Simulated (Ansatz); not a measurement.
# Zr3Cd2: course of a relaxation

These are results of DFT PBEsol, scalar-relativistic, plane waves, PAW (Ansatz), not measurements. Settings: 420 eV cutoff, 8×8×8 k-mesh, Gaussian smearing of 0.10 eV, no spin polarisation.

What was changed: biaxial strain in the a-b plane, c and atoms relaxed: +1.5 %.

Command:

```bash
ansatz run input.yaml --threads 1 --pin off --max-ram 2560MiB --backend cpu --events-out ev --progress --plain --runs-dir out
```

Input:

```yaml
crystal:
  lattice:
    - [5.5842637023, 0.0, 0.0]
    - [0.0, 5.5842637023, 0.0]
    - [0.0, 0.0, 5.0449239708]
  atoms:
    - { symbol: Zr, position: [0.0, 0.5, 0.0] }
    - { symbol: Zr, position: [0.5, 0.0, 0.0] }
    - { symbol: Zr, position: [0.0, 0.0, 0.0] }
    - { symbol: Cd, position: [0.5, 0.5, 0.5] }
    - { symbol: Cd, position: [0.5, 0.5, 0.0] }
basis:
  ecutwfc: 420
kpoints:
  mp_grid: { grid: [8, 8, 8] }
hamiltonian:
  xc: pbesol
scf:
  occupations: { method: gaussian, width: 0.1 }
output:
  forces: true
  stress: true
  eigenvalues: true
relax:
  adjacent_minimum: "off"
  f_tol: 0.008
  max_steps: 40
  cell: { stress_tol: 0.015, fix: [a, b, gamma] }
```

F is the free energy. Steps run on the plane waves of an earlier cell, but the last one, and at times one on the way, on a freshly chosen basis, so a repeated geometry can differ a little in energy. The held parts of the cell keep their stress, so P needn't end at zero.

Steps:

```json
{"step": "1", "F − F(1) (eV)": "0.0000", "largest force component (eV/Å)": "0.000", "V (Å³/atom)": "31.464", "P (GPa)": "-1.26"}
{"step": "2", "F − F(1) (eV)": "-0.0031", "largest force component (eV/Å)": "0.000", "V (Å³/atom)": "31.726", "P (GPa)": "-1.54"}
{"step": "3", "F − F(1) (eV)": "-0.0031", "largest force component (eV/Å)": "0.000", "V (Å³/atom)": "31.721", "P (GPa)": "-1.54"}
{"step": "4", "F − F(1) (eV)": "-0.0032", "largest force component (eV/Å)": "0.000", "V (Å³/atom)": "31.721", "P (GPa)": "-1.54"}
```

Relaxed structure:

```yaml
crystal:
  lattice:
    - [5.58426, 0.00000, 0.00000]
    - [0.00000, 5.58426, 0.00000]
    - [0.00000, 0.00000, 5.08616]
  atoms:
    - { symbol: Zr, position: [0.00000, 0.50000, 0.00000] }
    - { symbol: Zr, position: [0.50000, 0.00000, 0.00000] }
    - { symbol: Zr, position: [0.00000, 0.00000, 0.00000] }
    - { symbol: Cd, position: [0.50000, 0.50000, 0.50000] }
    - { symbol: Cd, position: [0.50000, 0.50000, 0.00000] }
```

It takes space group P4/mmm (No. 123, tetragonal). The conventional cell has a = 5.584 Å, b = 5.584 Å, c = 5.086 Å, α = 90.00°, β = 90.00°, γ = 90.00°. Zr (site symmetry mmm) has 2 Cd at 2.79 Å and 2 Zr at 2.79 Å as nearest neighbours. Zr (site symmetry 4/mmm) has 4 Zr at 2.79 Å as nearest neighbours. Cd (site symmetry 4/mmm) is surrounded by 2 Cd at 2.54 Å. Cd (site symmetry 4/mmm) is surrounded by 2 Cd at 2.54 Å and 4 Zr at 2.79 Å.

The run converged. The run took 32 s on 1 thread of AMD EPYC 9R45 96-Core Processor (Zen 5), on a shared host, peak memory 0.71 GiB.